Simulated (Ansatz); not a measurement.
Collinear states of WS

All numbers below come from Ansatz 0.2.0, DFT PBE+U, scalar-relativistic, plane waves, PAW.

```
CELL_PARAMETERS angstrom
0.00000 2.66696 2.66696
2.66696 0.00000 2.66696
2.66696 2.66696 0.00000
ATOMIC_POSITIONS crystal
W 0.00000 0.00000 0.00000
S 0.25000 0.25000 0.25000
```

The plane-wave cutoff is 420 eV and the Γ-centred k-mesh is 14×14×14. The occupation rule is Gaussian smearing, 0.05 eV. The U_eff on Löwdin-orthogonalised atomic d orbitals is W 4 eV and the list of starting moments (μB, in atom order) is 2.5 0. The check for lower electronic states after the SCF is on.

All runs keep this geometry, which isn't relaxed for the lowest state (largest force there 0.000 eV/Å, pressure 7.4 GPa) and needn't be a stable compound; relaxing each order would shift the differences by some 20 meV/atom, going by the pressures and a bulk modulus of about 150 GPa. Spin–orbit coupling is left out, which for heavy magnetic ions can matter as much as these differences. Site moments are spin moments in atom-centred spheres that scale with the neighbour distance. The states are those that the runs reached from these starts; a lower one can exist. No antiferromagnetic start is among these.

Q: Order the starts by the energy of the state that they reach, lowest first.
A. no spin
B. large parallel starting moments

A: B (0.00 meV/atom), A (254 meV/atom).

| start | ends | energy above lowest (meV/atom) | site moments (μB) | gap on mesh (eV) | P (GPa) |
| --- | --- | --- | --- | --- | --- |
| no spin | non-magnetic | 254 | none over 0.05 | metal | 2.8 |
| large parallel starting moments | ferromagnetic | 0.00 | W +0.89 | metal | 7.4 |

Cost: 2 runs of about 5.2 core-minutes in all, on Intel Xeon Processor @ 2.70GHz (shared hosts).